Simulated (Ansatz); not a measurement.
Al$_{3}$Ni in space group Pnma (No. 62; Al on 4c, Al on 8d, Ni on 4c) under volume change, r²SCAN in the plane-wave PAW code Ansatz, shape and atoms relaxed at each volume.

| V (Å³/atom) | E − E(relaxed) (meV/atom) | P (GPa) |
|---|---|---|
| 13.030 | 53.6 | 14.47 |
| 13.460 | 22.5 | 8.86 |
| 13.889 | ? | ? |
| 14.319 | 0.0 | 0.00 |
| 14.748 | ? | ? |
| 15.178 | 18.1 | -6.41 |
| 15.608 | 38.7 | -8.90 |

Task: What belongs in the gaps?

Result: 
- 14.748, E − E(relaxed) (meV/atom): 4.8
- 14.748, P (GPa): -3.49
- 13.889, E − E(relaxed) (meV/atom): 5.3
- 13.889, P (GPa): 4.10

Task: What does a third-order Birch–Murnaghan fit give for V₀, B₀ and B′?

Result: V₀ = 14.32 Å³/atom, B₀ = 125 GPa, B′ = 4.4.

The first step of the workflow began from a Materials Project structure, measured or hypothetical; the Crystallography Open Database copy checked does not list it. Its standing as an ambient phase is unchecked. The cell was relaxed with r²SCAN under the symmetry of its start; whether a distortion lowers the energy is not shown. The run is not spin-polarised.

Potentials: the later of the program's two PAW sets.
